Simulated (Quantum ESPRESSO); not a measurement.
Na in KCl: quadrupolar couplings

Host, cell and atoms relaxed with PBE and no dispersion term (field gradients by a PBE PAW density (pw.x of a modified build of Quantum ESPRESSO, JTH datasets) with the all-electron reconstruction of Petrilli and co-workers, 25 Ha, k-mesh 4×4×4 through Γ):

| site | site symmetry | Vzz (a.u.) | η_Q | ∣C_Q∣ (MHz) |
|---|---|---|---|---|
| K (atoms 1, 3, 5, 7) | m-3m | 0 | – | 0 (³⁹K) |
| Cl (atoms 2, 4, 6, 8) | m-3m | 0 | – | 0 (³⁵Cl) |

Its cell: a = b = c = 6.3748 Å, α = β = γ = 90.00°.

Changed cell (atom 1 is the new one; 30 Ha, k-mesh 4×4×4 through Γ):

```xyz
8
Lattice="6.2666 0.0000 0.0000 0.0000 6.2666 0.0000 0.0000 0.0000 6.2666" Properties=species:S:1:pos:R:3 pbc="T T T"
Na     0.0000     0.0000     0.0000
Cl     3.1333     0.0000     0.0000
K      0.0000     3.1333     3.1333
Cl     3.1333     3.1333     3.1333
K      3.1333     0.0000     3.1333
Cl     0.0000     0.0000     3.1333
K      3.1333     3.1333     0.0000
Cl     0.0000     3.1333     0.0000
```
The cell was made here from a computed Materials Project entry: one of 4 K replaced by Na, cell and atoms relaxed (PBE without dispersion, pw.x of Quantum ESPRESSO, symmetry kept). The parent is KCl in Fm-3m. The swapped cell is a model, not a known phase. Stability against distortions was not tested.

Quadrupole moments taken as inputs (sizes, barn, from the tables of PySCF and pymatgen): ³⁹K 0.0585, ³⁵Cl 0.0817, ²³Na 0.104.

Principal values are ordered |Vxx| ≤ |Vyy| ≤ |Vzz|, η = (Vxx − Vyy)/Vzz, and C_Q = eQVzz/h is given by its size. Cores are frozen. Against all-electron runs on small test molecules, this scheme's |Vzz| missed by −3 to −9 % on Cl.

### Question
What do the sites of the changed cell show?

### Answer
| site | distance to atom 1 (Å) | Vzz (a.u.) | η_Q | ∣C_Q∣ (MHz) |
|---|---|---|---|---|
| Na (atom 1) | – | 0 | – | 0 |
| Cl1 (atoms 2, 6, 8) | 3.13 | 0.261 | 0.00 | 5.01 |
| K (atoms 3, 5, 7) | 4.43 | under 0.02 | – | under 0.27 |
| Cl2 (atom 4) | 5.43 | 0 | – | 0 |
The swap repeats in every cell, so this is an ordered compound and not a dilute impurity.
